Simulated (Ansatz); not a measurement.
Al2Cu: an elastic constant from a strain scan

Level of theory: Ansatz, DFT PBEsol, scalar-relativistic, plane waves, PAW. Settings: plane waves to 420 eV, k-mesh 12×12×12 (Γ-centred), Gaussian smearing 0.15 eV. No spin polarisation. Energies are free energies at this smearing, counted from the undisturbed cell; pressure is positive in compression.

Reference structure (relaxed at this level; with this scan's settings it stands at 0.1 GPa; it needn't be the usual structure):

```
Al Cu
1.0
    -2.99655    2.99655    2.41392
     2.99655   -2.99655    2.41392
     2.99655    2.99655   -2.41392
Al Cu
4 2
Direct
  0.15932 0.65932 0.81864
  0.65932 0.84068 0.50000
  0.84068 0.34068 0.18136
  0.34068 0.15932 0.50000
  0.75000 0.75000 0.00000
  0.25000 0.25000 0.00000
```

The cell is strained by ε times the Voigt pattern (0, 1, 0, 0, 0, 0) (xx, yy, zz, yz, xz, xy; engineering shear) with fractional coordinates fixed. The cell holds 6 atoms in V0 = 86.70 Å³. The stress column is τ = (1/V0) dE/dε, got from the stress tensor σ (compression positive) at each point as −det(1 + εP) σ : P(1 + εP)⁻¹, with P the pattern as a tensor.

```
      ε  ΔE (meV/atom)  τ (GPa)
-0.0400         16.023   -8.996
-0.0200          4.033   -4.348
 0.0000          0.000   -0.213
 0.0100          0.673    1.692
 0.0300          7.020    5.306
 0.0400              ?        ?
```

Task: Which combination of elastic constants does this scan measure, and how large is it?

Result: For small ε, τ = τ0 + Kε with K = pᵀCp, which for this pattern is C22 in the Cartesian frame shown. The parabola through τ at ε = -0.0200, 0 and 0.0100 has slope K = 196 GPa at zero. The energies per cell, E = NΔE, of the same two points give K = 2[E(ε₊)/ε₊ − E(ε₋)/ε₋]/[(ε₊ − ε₋)V0] = 199 GPa, in agreement. These are clamped-ion values.

Task: Predict the withheld row at ε = 0.0400 from the harmonic law, and compare.

Result: ΔE = V0(τ0 ε + Kε²/2)/N = 13.367 meV/atom and τ = 7.62 GPa. The calculation gives 12.585 meV/atom and 7.02 GPa: the energy lies 6 % below the harmonic value, as bonds soften when stretched.

Forces appear on the atoms along this scan, and letting them relax would lower the energy and soften the response. In a metal these slopes depend on the k mesh and the smearing.